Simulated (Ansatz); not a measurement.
# Structure search: one Zr2H3 candidate

Level of theory: DFT PBE, scalar-relativistic, plane waves, PAW (Ansatz 0.2.0). Cutoff 420 eV, Gaussian smearing, Γ-centred meshes. Cell and atoms relax first on a coarse mesh and then on a finer one. In between, the cell is made exact in the group found at 0.06 Å. In metals the finer mesh still leaves noise of several meV/atom or more. The steps can't lower the symmetry of their start. No spin polarisation in the relaxation; trial moments died out in a coarse test.

The cell of Zr2H3 is invented: random cell by space group and Wyckoff sites (I4/mmm, No. 139). Its size is a rough estimate.

Space group I4/mmm (No. 139). a = 4.492 Å, b = 4.492 Å, c = 6.199 Å, α = 90.00°, β = 90.00°, γ = 90.00°
```
atom  site  symmetry       x       y       z
  Zr    4d      -4m2  0.0000  0.5000  0.2500
   H    2a     4/mmm  0.0000  0.0000  0.0000
   H    4c      mmm.  0.0000  0.5000  0.0000
```

Formation energies are uncorrected and refer to the elements' standard structures at the same level (H₂ as a molecule).

Question: Which structure results?

Answer: The symmetry stays I4/mmm (No. 139). The volume per atom grows by 6.8 %, from 12.5 to 13.4 Å³. The shortest distance goes from 1.55 Å (Zr–H) to 1.86 Å (Zr–H). The ratio c/a of the conventional cell changes by a factor of 1.27. The energy falls by about 0.64 eV/atom (the start's value is from the coarse mesh). Conventional cell: a = 4.235 Å, c = 7.445 Å. Around Zr lie 2 H at 1.86 Å, 4 H at 2.82 Å and 4 Zr at 2.99 Å; H on a site of symmetry 4/mmm is surrounded by 4 H at 2.12 Å (long contacts); H on a site of symmetry mmm is surrounded by 2 Zr at 1.86 Å and 2 H at 2.12 Å.

```xyz
5
Lattice="-2.1174 2.1174 3.7225 2.1174 -2.1174 3.7225 2.1174 2.1174 -3.7225" Properties=species:S:1:pos:R:3 pbc="T T T"
Zr    0.0000    2.1174    1.8612
Zr    2.1174    0.0000    1.8612
H     0.0000    0.0000    0.0000
H     0.0000    2.1174    0.0000
H     2.1174    0.0000    0.0000
```

Question: Give its energy and gap.

Answer:

* Energy over the elements: +0.51 eV/atom
* Gap on the 12×12×12 mesh of the 5-atom cell: 0 eV (a metal)

A positive value: parting into the elements would lower its energy.

The last run used Gaussian smearing of 0.10 eV. With hydrogen, zero-point motion can shift formation energies by some tens of meV/atom. Symmetry constrained the relaxation, so the result can be a saddle point. Another cell of Zr2H3 relaxed alike, in R3m, lies 0.96 eV/atom lower, so this cell isn't the stable form at this level.
